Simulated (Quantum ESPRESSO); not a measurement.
# SiAl3N3C: input and log of a self-consistent run

Simulated, not a measurement. The program is pw.x of Quantum ESPRESSO 7.5 (plane-wave density functional theory). The cell is made up: 8 atoms on a zincblende/diamond lattice, with randomly drawn elements, strain and displacements, not relaxed. PseudoDojo standard norm-conserving files (v0.5 for PBE, v0.4.1 for LDA and PBEsol) set the functional; there is no spin polarisation, spin-orbit coupling or dispersion term, and the masses in the input are unused placeholders.

Input:

```
&control calculation='scf', pseudo_dir='./dojo.nc.sr.pbe.v0_5.standard.upf', outdir='./o', disk_io='medium', tprnfor=.true., tstress=.true. /
&system ibrav=0, nat=8, ntyp=4, nbnd=22, ecutwfc=84.00895049, nosym=.true., tot_charge=0,
 occupations='smearing', smearing='fd', degauss=0.0018374661
/
&electrons conv_thr=7.350e-09, electron_maxstep=60, /
ATOMIC_SPECIES
Al 1.0 Al.upf
C 1.0 C.upf
N 1.0 N.upf
Si 1.0 Si.upf
CELL_PARAMETERS angstrom
4.3492 0.0 0.0
0.0 4.3492 0.0
0.0 0.0 4.2439
ATOMIC_POSITIONS angstrom
Si 0.0038 0.0174 0.0311
Al -0.024 2.1991 2.1234
Al 2.2096 -0.0036 2.0609
Al 2.1873 2.1831 0.0121
N 1.1154 1.0704 1.1106
C 1.0872 3.2643 3.1927
N 3.2769 1.1033 3.1744
N 3.2557 3.2682 1.0967
K_POINTS automatic
4 4 4 1 1 1
```

The log is shortened where brackets say so; the opening notice, blank lines, dates and the lines on written files are dropped, and the path of the files is cut. It prints rydbergs, bohrs and kilobars, and counts compression as positive stress. With no partly filled state, the Fermi energy that it prints is only some level between the filled and the empty states on the mesh, and need not lie in the true gap.

```
     Program PWSCF v.7.5
     Parallel version (MPI & OpenMP), running on       1 processor cores
     Number of MPI processes:                 1
     Threads/MPI process:                     1
     [start-up lines left out]
     bravais-lattice index     =            0
     lattice parameter (alat)  =       8.2188  a.u.
     unit-cell volume          =     541.7270 (a.u.)^3
     number of atoms/cell      =            8
     number of atomic types    =            4
     number of electrons       =        32.00
     number of Kohn-Sham states=           22
     kinetic-energy cutoff     =      84.0090  Ry
     charge density cutoff     =     336.0358  Ry
     scf convergence threshold =      7.3E-09
     mixing beta               =       0.7000
     number of iterations used =            8  plain     mixing
     Exchange-correlation= PBE
                           (   1   4   3   4   0   0   0)
     [axes and pseudopotential details left out]
   Cartesian axes
     site n.     atom                  positions (alat units)
         1        Si     tau(   1) = (   0.0008737   0.0040007   0.0071507  )
         2        Al     tau(   2) = (  -0.0055183   0.5056332   0.4882277  )
         3        Al     tau(   3) = (   0.5080475  -0.0008277   0.4738573  )
         4        Al     tau(   4) = (   0.5029201   0.5019544   0.0027821  )
         5        N      tau(   5) = (   0.2564610   0.2461142   0.2553573  )
         6        C      tau(   6) = (   0.2499770   0.7505518   0.7340890  )
         7        N      tau(   7) = (   0.7534489   0.2536788   0.7298814  )
         8        N      tau(   8) = (   0.7485745   0.7514485   0.2521613  )
     number of k points=    32  Fermi-Dirac smearing, width (Ry)=  0.0018
                       cart. coord. in units 2pi/alat
        k(    1) = (   0.1250000   0.1250000   0.1281015), wk =   0.0625000
        k(    2) = (   0.1250000   0.1250000   0.3843045), wk =   0.0625000
     [further k points left out]
     Dense  grid:    56387 G-vectors     FFT dimensions: (  48,  48,  48)
     Estimated max dynamical RAM per process >      65.21 MB
     Initial potential from superposition of free atoms
     starting charge      31.9920, renormalised to      32.0000
     Starting wfcs are   32 randomized atomic wfcs
     total cpu time spent up to now is        3.9 secs
     per-process dynamical memory:    50.0 Mb
     Self-consistent Calculation
     iteration #  1     ecut=    84.01 Ry     beta= 0.70
     Davidson diagonalization with overlap
     ethr =  1.00E-02,  avg # of iterations =  3.6
     total cpu time spent up to now is       11.7 secs
     total energy              =     -96.18443411 Ry
     estimated scf accuracy    <       2.40006369 Ry
     iteration #  2     ecut=    84.01 Ry     beta= 0.70
     Davidson diagonalization with overlap
     ethr =  7.50E-03,  avg # of iterations =  2.0
     total cpu time spent up to now is       18.9 secs
     total energy              =     -96.91495242 Ry
     estimated scf accuracy    <       1.40926469 Ry
     iteration #  3     ecut=    84.01 Ry     beta= 0.70
     Davidson diagonalization with overlap
     ethr =  4.40E-03,  avg # of iterations =  2.0
     total cpu time spent up to now is       27.1 secs
     total energy              =     -97.14372072 Ry
     estimated scf accuracy    <       0.02952128 Ry
     iteration #  4     ecut=    84.01 Ry     beta= 0.70
     Davidson diagonalization with overlap
     c_bands:  1 eigenvalues not converged
     ethr =  9.23E-05,  avg # of iterations =  8.5
     total cpu time spent up to now is       40.5 secs
     total energy              =     -97.16184919 Ry
     estimated scf accuracy    <       0.00417183 Ry
     iteration #  5     ecut=    84.01 Ry     beta= 0.70
     Davidson diagonalization with overlap
     ethr =  1.30E-05,  avg # of iterations =  7.6
     total cpu time spent up to now is       48.4 secs
     total energy              =     -97.16187895 Ry
     estimated scf accuracy    <       0.00202730 Ry
     iteration #  6     ecut=    84.01 Ry     beta= 0.70
     Davidson diagonalization with overlap
     ethr =  6.34E-06,  avg # of iterations =  2.1
     total cpu time spent up to now is       54.0 secs
     total energy              =     -97.16177180 Ry
     estimated scf accuracy    <       0.00059405 Ry
     iteration #  7     ecut=    84.01 Ry     beta= 0.70
     Davidson diagonalization with overlap
     c_bands:  1 eigenvalues not converged
     ethr =  1.86E-06,  avg # of iterations =  5.3
     total cpu time spent up to now is       62.4 secs
     total energy              =     -97.16179851 Ry
     estimated scf accuracy    <       0.00007873 Ry
     iteration #  8     ecut=    84.01 Ry     beta= 0.70
     Davidson diagonalization with overlap
     c_bands:  1 eigenvalues not converged
     ethr =  2.46E-07,  avg # of iterations =  3.2
     total cpu time spent up to now is       71.5 secs
     total energy              =     -97.16183126 Ry
     estimated scf accuracy    <       0.00000555 Ry
     iteration #  9     ecut=    84.01 Ry     beta= 0.70
     Davidson diagonalization with overlap
     c_bands:  1 eigenvalues not converged
     ethr =  1.74E-08,  avg # of iterations =  2.8
     total cpu time spent up to now is       77.6 secs
     total energy              =     -97.16183153 Ry
     estimated scf accuracy    <       0.00000168 Ry
     iteration # 10     ecut=    84.01 Ry     beta= 0.70
     Davidson diagonalization with overlap
     ethr =  5.25E-09,  avg # of iterations =  2.0
     total cpu time spent up to now is       83.9 secs
     total energy              =     -97.16183168 Ry
     estimated scf accuracy    <       0.00000016 Ry
     iteration # 11     ecut=    84.01 Ry     beta= 0.70
     Davidson diagonalization with overlap
     ethr =  5.04E-10,  avg # of iterations =  2.6
     total cpu time spent up to now is       92.0 secs
     End of self-consistent calculation
          k = 0.1250 0.1250 0.1281 (  7042 PWs)   bands (ev):
    -7.7123  -5.5849  -5.3319  -1.0616   1.4245   2.7434   3.0212   4.3682
     4.6572   5.2354   5.4399   5.7713   6.1551   7.5721   8.1510   8.6777
    10.9467  11.5291  11.8554  13.8600  15.4331  16.8140
     [levels at the other k points left out]
     the Fermi energy is     9.9133 ev
!    total energy              =     -97.16183173 Ry
     estimated scf accuracy    <          2.8E-09 Ry
     smearing contrib. (-TS)   =      -0.00000000 Ry
     internal energy E=F+TS    =     -97.16183173 Ry
     The total energy is F=E-TS. E is the sum of the following terms:
     one-electron contribution =       3.99328046 Ry
     hartree contribution      =      19.09018144 Ry
     xc contribution           =     -33.20645226 Ry
     ewald contribution        =     -87.03884137 Ry
     convergence has been achieved in  11 iterations
     Forces acting on atoms (cartesian axes, Ry/au):
     atom    1 type  4   force =     0.04465971   -0.03214747   -0.05199814
     atom    2 type  1   force =     0.04792555   -0.00987080    0.02019701
     atom    3 type  1   force =    -0.03899844   -0.00473827    0.09573624
     atom    4 type  1   force =    -0.02073123   -0.00390292   -0.01540962
     atom    5 type  3   force =    -0.07839285   -0.00143746   -0.07525764
     atom    6 type  2   force =    -0.04227870    0.07078298    0.04909421
     atom    7 type  3   force =     0.02637348   -0.05416149    0.06362715
     atom    8 type  3   force =     0.06144247    0.03547544   -0.08598921
     Total force =     0.247082     Total SCF correction =     0.000038
     Computing stress (Cartesian axis) and pressure
          total   stress  (Ry/bohr**3)                   (kbar)     P=      137.42
   0.00086706  -0.00017817   0.00009577          127.55      -26.21       14.09
  -0.00017817   0.00092822  -0.00004758          -26.21      136.55       -7.00
   0.00009577  -0.00004758   0.00100721           14.09       -7.00      148.17
     init_run     :      3.77s CPU      3.84s WALL (       1 calls)
     electrons    :     83.98s CPU     88.12s WALL (       1 calls)
     forces       :      1.17s CPU      1.19s WALL (       1 calls)
     stress       :      4.36s CPU      4.39s WALL (       1 calls)
     [timing details left out]
     PWSCF        :   1m33.38s CPU   1m37.72s WALL
     JOB DONE.
```

In other units: free energy -1321.954 eV for the cell, pressure 13.74 GPa, largest force component 2.461 eV/Å. A rerun of the same cell at another strain at 1437 eV and a 6 x 6 x 6 mesh moved values by no more than 0.003 eV in energy, 0.02 GPa in stress and 0.002 eV/Å in force.